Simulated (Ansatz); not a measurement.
BaNbO2F:
```cif
data_BaFNbO2
_chemical_formula_sum 'Ba1 Nb1 O2 F1'
_space_group_name_H-M_alt 'P4/mmm'
_space_group_IT_number 123
_space_group_name_Hall '-P 4 2'
_cell_length_a 4.08682
_cell_length_b 4.08682
_cell_length_c 4.26395
_cell_angle_alpha 90.000
_cell_angle_beta 90.000
_cell_angle_gamma 90.000
loop_
_atom_site_label
_atom_site_type_symbol
_atom_site_symmetry_multiplicity
_atom_site_Wyckoff_symbol
_atom_site_fract_x
_atom_site_fract_y
_atom_site_fract_z
_atom_site_occupancy
Ba1 Ba 1 d 0.50000 0.50000 0.50000 1
Nb1 Nb 1 a 0.00000 0.00000 0.00000 1
O1 O 2 f 0.00000 0.50000 0.00000 1
F1 F 1 b 0.00000 0.00000 0.50000 1
```

Relaxed with PBEsol.

Problem. Decompose the optical modes at the zone centre into irreducible representations, and say which are infrared and Raman allowed.

Solution. Point group 4/mmm: Γ_opt = 3A2u + B2u + 4Eu. Infrared: A2u, Eu. Raman: none.

Problem. Assign frequencies (DFPT, PBEsol in the plane-wave PAW code Ansatz).

Solution. A2u 51, Eu 97, Eu 179, B2u 316, Eu 345, A2u 380, A2u 510, Eu 557 cm⁻¹.

Subscripts of B labels follow the axes of the standard setting.

The start of the workflow was typed in or built on a structure type; neither database checked (COD, Materials Project) lists it. Its standing as an ambient phase is unchecked. Symmetry was held in the PBEsol relaxation; whether a distortion lowers the energy is not shown. The workflow began spin-polarised and lost its moments. The cell computed holds one magnetic atom, so no antiferromagnetic order was within reach. As this level gives no gap, phonon frequencies hold no LO–TO term and depend on the k-mesh and smearing (Fermi–Dirac, 0.1 eV here). Scalar-relativistic: spin–orbit coupling is off unless named, which matters more the heavier the elements.

Potentials: the earlier of the program's two PAW sets. The files were generated under PBE; for other functionals the program regenerates the frozen cores, and for LDA and PBEsol the local potential too.
